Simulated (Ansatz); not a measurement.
AlAs (zinc blende, space group No. 216), the program Ansatz at the PBE level (PAW). The conduction-band minimum lies at X, with 3 equivalent valleys. Second derivatives d²E/dk² of the lowest band at one valley (eV·Å²), along Cartesian directions:

```
direction  d²E/dk²
---------  -------
[100]        8.491
[010]        31.31
[001]        31.31
[110]        19.90
[101]        19.90
[011]        31.21
```

Problem. Find the principal effective masses, the density-of-states mass and the conductivity mass.

Solution. Off-diagonal terms follow from H_xy = H[110] − (H_xx + H_yy)/2, and m*/mₑ = 7.620 eV·Å² over each eigenvalue: 0.24, 0.24, 0.90. One valley's DOS mass (m₁m₂m₃)^(1/3) = 0.38, conductivity mass 3/(Σ 1/mᵢ) = 0.32 mₑ.

Problem. What effective density of states Nc follows at 300 K for parabolic valleys?

Solution. Nc = 2.509e19 × 3 × (0.38)^(3/2) ≈ 1.8e19 cm⁻³.

Space group F-43m (zinc blende). Symmetry was held in the PBE relaxation. Scalar-relativistic: spin–orbit coupling is off unless named, which matters more the heavier the elements.

Potentials: the earlier of the program's two PAW sets.

Edges and masses are those of Kohn–Sham bands, whose gap is no quasiparticle gap.
